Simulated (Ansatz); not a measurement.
In2Au (fluorite type, space group Fm-3m)

```xyz
6
Lattice="0.0000 6.4648 6.4648 3.2324 0.0000 3.2324 3.2324 3.2324 0.0000" Properties=species:S:1:pos:R:3 pbc="T T T"
In     4.8486     4.8486     4.8486
In     4.8486     8.0810     8.0810
In     1.6162     1.6162     1.6162
In     1.6162     4.8486     4.8486
Au     0.0000     0.0000     0.0000
Au     3.2324     3.2324     6.4648
```

The atoms are displaced by Q × the pattern below (from a DFPT mode at L = (0.5, 0.0, 0.0), largest move 1; Q in Å), at fixed cell. (q is in reciprocal vectors of the primitive cell; the cell shown is doubled to hold the pattern.)

```csv
atom,x,y,z
In1,-0.577,0.577,0.577
In2,0.577,-0.577,-0.577
In3,-0.577,0.577,0.577
In4,0.577,-0.577,-0.577
```

Atoms not listed stay in place.

All values below come from LDA (plane waves to 420 eV, PAW, scalar-relativistic; Ansatz, a first-principles code). k mesh 13×13×13 (Γ-centred), Fermi-Dirac smearing 0.05 eV. With partly filled bands, energies and forces of such displacements shift with the k mesh and the smearing. In2Au was relaxed with its symmetry unable to fall. Spin-orbit coupling is left out, though Au is heavy. 

```json
[
 {"Q (Å)": "-0.180", "−dE/dQ from forces (eV/Å)": "5.064"},
 {"Q (Å)": "-0.150", "−dE/dQ from forces (eV/Å)": "4.154"},
 {"Q (Å)": "-0.120", "−dE/dQ from forces (eV/Å)": "3.276"},
 {"Q (Å)": "-0.090", "−dE/dQ from forces (eV/Å)": "2.433"},
 {"Q (Å)": "-0.060", "−dE/dQ from forces (eV/Å)": "1.620"},
 {"Q (Å)": "-0.030", "−dE/dQ from forces (eV/Å)": "0.811"},
 {"Q (Å)": "0.000", "−dE/dQ from forces (eV/Å)": "0.000"},
 {"Q (Å)": "0.030", "−dE/dQ from forces (eV/Å)": "-0.811"},
 {"Q (Å)": "0.060", "−dE/dQ from forces (eV/Å)": "-1.620"},
 {"Q (Å)": "0.090", "−dE/dQ from forces (eV/Å)": "-2.433"},
 {"Q (Å)": "0.120", "−dE/dQ from forces (eV/Å)": "-3.276"},
 {"Q (Å)": "0.150", "−dE/dQ from forces (eV/Å)": "-4.154"},
 {"Q (Å)": "0.180", "−dE/dQ from forces (eV/Å)": "-5.064"}
]
```

**Question.** What harmonic wavenumber does the curvature at Q = 0 give?

**Answer.** 127 cm⁻¹. E″ = 27.06 eV/Å², M = Σ mᵢ|uᵢ|² = 459.3 u, ν̃ = 521.5·√(|E″|/M).

(A displaced cell: forces are minus the slopes of the energy, force constants its curvatures, and phonons follow from these.)
